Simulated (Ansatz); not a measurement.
Here is the system:

NiSe:
```xyz
4
Lattice="3.6500 0.0000 0.0000 -1.8250 3.1610 0.0000 0.0000 0.0000 5.0991" Properties=species:S:1:pos:R:3 pbc="T T T"
Se     0.0000     2.1073     1.2748
Se     1.8250     1.0537     3.8243
Ni     0.0000     0.0000     0.0000
Ni     0.0000     0.0000     2.5495
```

This is the PBEsol-relaxed structure.

Q: All from PBEsol (plane waves, PAW; program Ansatz), unless another level is named. Predict the electronic character.

A: metallic (no gap).

Q: Give the formation energy from the elements (no fitted shifts).

A: -0.29 eV/atom.

Q: Predict the gap with spin–orbit coupling.

A: none (metallic).

Space group P6_3/mmc (NiAs type). The workflow started from an entry of the Crystallography Open Database (COD, 293 K). Its standing as an ambient phase is unchecked. The PBEsol relaxation kept the symmetry of its start; of distortions, only those at the zone centre were tested. The workflow began spin-polarised and lost its moments. The references are the lowest solids computed at this level, not always the standard phases. Scalar-relativistic: spin–orbit coupling is off unless named, which matters more the heavier the elements.

Potentials: the later of the program's two PAW sets.
